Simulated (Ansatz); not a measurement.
Given:

AlAs:
```cif
data_AlAs
_chemical_formula_sum 'As1 Al1'
_space_group_name_H-M_alt 'P 1'
_space_group_IT_number 1
_cell_length_a 3.98034
_cell_length_b 3.98034
_cell_length_c 3.98034
_cell_angle_alpha 60.000
_cell_angle_beta 60.000
_cell_angle_gamma 60.000
loop_
_space_group_symop_operation_xyz
  'x, y, z'
loop_
_atom_site_label
_atom_site_type_symbol
_atom_site_fract_x
_atom_site_fract_y
_atom_site_fract_z
_atom_site_occupancy
As1 As 0.75000 0.75000 0.75000 1
Al1 Al 0.00000 0.00000 0.00000 1
```

This is the LDA-relaxed structure.

### Question
All from the program Ansatz at the LDA level (PAW), unless another level is named. Predict the elastic constants (relaxed ions, GPa).

### Answer
C11 = 113, C12 = 57.0, C44 = 53.8.

### Question
Predict the zero-point energy.

### Answer
44.0 meV/atom.

### Question
What about the vibrational entropy at 300 K?

### Answer
27.5 J/(K·mol of atoms).

Space group F-43m (zinc blende). The cell was relaxed with LDA under the symmetry of its start; phonons on a q-mesh show no instability.

Potentials: the later of the program's two PAW sets.
